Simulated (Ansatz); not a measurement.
Relaxation of a relaxed Cu cell displaced along its unstable phonon at q = (½, ½, 0) of its primitive reciprocal cell (98i cm⁻¹), largest move 0.15 Å; 4 atoms in the cell, which starts as P2₁2₁2₁ (No. 19), oP4; a = 3.6986 Å, b = 3.6986 Å, c = 5.2306 Å, α = 90.00°, β = 90.00°, γ = 90.00°. Method: PBEsol (plane waves to 420 eV, PAW, scalar-relativistic; Ansatz, a program for electronic structure). Γ-centred k-mesh 11×11×11 on the run's cell (coarser than for final values), Fermi–Dirac smearing 0.05 eV. This is the first round of the run. 

The optimiser's lines from the output (shortened; P is positive under compression):

```
relax step   1: F+E_penalty+E_count = -26350.39216852 eV  Δ(F+E_penalty+E_count) = +0.000e0 eV  max|allowed force component| = 3.001e-1 eV/Å  Δτ_max = 0.0000 Å  P = -0.953 GPa  Ω = 71.552 Å³  (6 SCF iters, dr2 threshold 1.00e-7 eV, accepted)
relax step   2: F+E_penalty+E_count = -26350.49980831 eV  Δ(F+E_penalty+E_count) = -1.076e-1 eV  max|allowed force component| = 4.353e-1 eV/Å  Δτ_max = 0.0643 Å  P = -0.874 GPa  Ω = 70.393 Å³  (6 SCF iters, dr2 threshold 4.00e-7 eV, accepted)
relax step   3: F+E_penalty+E_count = -26351.03482456 eV  Δ(F+E_penalty+E_count) = -5.350e-1 eV  max|allowed force component| = 7.469e-1 eV/Å  Δτ_max = 0.1950 Å  P = -2.772 GPa  Ω = 67.184 Å³  (7 SCF iters, dr2 threshold 4.00e-7 eV, accepted)
relax step   4: F+E_penalty+E_count = -26351.96683986 eV  Δ(F+E_penalty+E_count) = -9.320e-1 eV  max|allowed force component| = 1.051e0 eV/Å  Δτ_max = 0.2000 Å  P = -3.147 GPa  Ω = 60.475 Å³  (8 SCF iters, dr2 threshold 4.00e-7 eV, accepted)
relax step   5: F+E_penalty+E_count = -26353.02103604 eV  Δ(F+E_penalty+E_count) = -1.054e0 eV  max|allowed force component| = 9.166e-1 eV/Å  Δτ_max = 0.1978 Å  P = -4.442 GPa  Ω = 55.065 Å³  (8 SCF iters, dr2 threshold 4.00e-7 eV, accepted)
relax step   6: F+E_penalty+E_count = -26353.86802022 eV  Δ(F+E_penalty+E_count) = -8.470e-1 eV  max|allowed force component| = 4.863e-1 eV/Å  Δτ_max = 0.1826 Å  P = -2.399 GPa  Ω = 50.269 Å³  (8 SCF iters, dr2 threshold 4.00e-7 eV, accepted)
relax step   7: F+E_penalty+E_count = -26354.20891271 eV  Δ(F+E_penalty+E_count) = -3.409e-1 eV  max|allowed force component| = 1.133e-1 eV/Å  Δτ_max = 0.0820 Å  P = +0.453 GPa  Ω = 47.939 Å³  (8 SCF iters, dr2 threshold 4.00e-7 eV, accepted)
relax step   8: F+E_penalty+E_count = -26354.47098988 eV  Δ(F+E_penalty+E_count) = -2.621e-1 eV  max|allowed force component| = 2.268e-1 eV/Å  Δτ_max = 0.0315 Å  P = +1.727 GPa  Ω = 46.629 Å³  (7 SCF iters, dr2 threshold 4.00e-7 eV, accepted)
relax step   9: F+E_penalty+E_count = -26354.83063603 eV  Δ(F+E_penalty+E_count) = -3.596e-1 eV  max|allowed force component| = 2.881e-1 eV/Å  Δτ_max = 0.1475 Å  P = +1.371 GPa  Ω = 45.642 Å³  (7 SCF iters, dr2 threshold 4.00e-7 eV, accepted)
relax step  10: F+E_penalty+E_count = -26354.96654491 eV  Δ(F+E_penalty+E_count) = -1.359e-1 eV  max|allowed force component| = 1.831e-1 eV/Å  Δτ_max = 0.1714 Å  P = +3.986 GPa  Ω = 44.554 Å³  (8 SCF iters, dr2 threshold 4.00e-7 eV, accepted)
relax step  11: F+E_penalty+E_count = -26355.10592808 eV  Δ(F+E_penalty+E_count) = -1.394e-1 eV  max|allowed force component| = 8.791e-3 eV/Å  Δτ_max = 0.1645 Å  P = +0.058 GPa  Ω = 45.239 Å³  (7 SCF iters, dr2 threshold 4.00e-7 eV, accepted)
relax step  12: F+E_penalty+E_count = -26355.11018393 eV  Δ(F+E_penalty+E_count) = -4.256e-3 eV  max|allowed force component| = 1.114e-3 eV/Å  Δτ_max = 0.0017 Å  P = +0.003 GPa  Ω = 45.242 Å³  (6 SCF iters, dr2 threshold 4.00e-7 eV, accepted)
relax step  13: F+E_penalty+E_count = -26355.11047489 eV  Δ(F+E_penalty+E_count) = -2.910e-4 eV  max|allowed force component| = 4.076e-5 eV/Å  Δτ_max = 0.0002 Å  P = -0.004 GPa  Ω = 45.243 Å³  (6 SCF iters, dr2 threshold 2.12e-7 eV, accepted)
relax step  14: F+E_penalty+E_count = -26355.11047985 eV  Δ(F+E_penalty+E_count) = -4.960e-6 eV  max|allowed force component| = 5.340e-6 eV/Å  Δτ_max = 0.0000 Å  P = +0.003 GPa  Ω = 45.241 Å³  (6 SCF iters, dr2 threshold 7.04e-9 eV, accepted)
relax step  15: F+E_penalty+E_count = -26355.10121117 eV  Δ(F+E_penalty+E_count) = +9.269e-3 eV  max|allowed force component| = 5.200e-6 eV/Å  Δτ_max = 0.0000 Å  P = +0.009 GPa  Ω = 45.241 Å³  stress off target by 3.10e-2 GPa  SCF on the basis re-selected at this cell (its energy is not comparable with the rows above)  (8 SCF iters)
relax step  16: F+E_penalty+E_count = -26355.10121200 eV  Δ(F+E_penalty+E_count) = -8.287e-7 eV  max|allowed force component| = 6.407e-6 eV/Å  Δτ_max = 0.0000 Å  P = +0.003 GPa  Ω = 45.243 Å³  (6 SCF iters, dr2 threshold 2.40e-9 eV, accepted)
relax step  17: F+E_penalty+E_count = -26355.10121165 eV  Δ(F+E_penalty+E_count) = +3.486e-7 eV  max|allowed force component| = 6.400e-6 eV/Å  Δτ_max = 0.0000 Å  P = +0.003 GPa  Ω = 45.243 Å³  stress off target by 6.56e-3 GPa  SCF on the basis re-selected at this cell (its energy is not comparable with the rows above)  (7 SCF iters)
```

From the first to the last row the energy changes by -1.18 eV/atom and the volume by -36.8 %. The last row is marked as not comparable with the walk above it, whose basis was carried along; it does compare with step 1, since both stand on a basis selected at the nominal cutoff for their own cell.

Later rounds, restarted from the end of this one on a renewed k-mesh, logged 10 more steps and released under 0.01 eV/atom more. The final structure after all rounds: Fm-3m (No. 225), cF4, fcc (Cu type); a = b = c = 3.564 Å, α = β = γ = 90.00°. Between re-selections the logged energies stand on a plane-wave basis carried along with the cell. No spin polarisation in the result.

The run could not lose the symmetry of its start.

Of the parent cell (Fd-3m (No. 227)): it is a generated cell of Cu: the first start was made by placing the elements on the sites of a structure type, and the end was not matched to a known phase here, so it may be hypothetical. Known forms of Cu include space group No. 225.
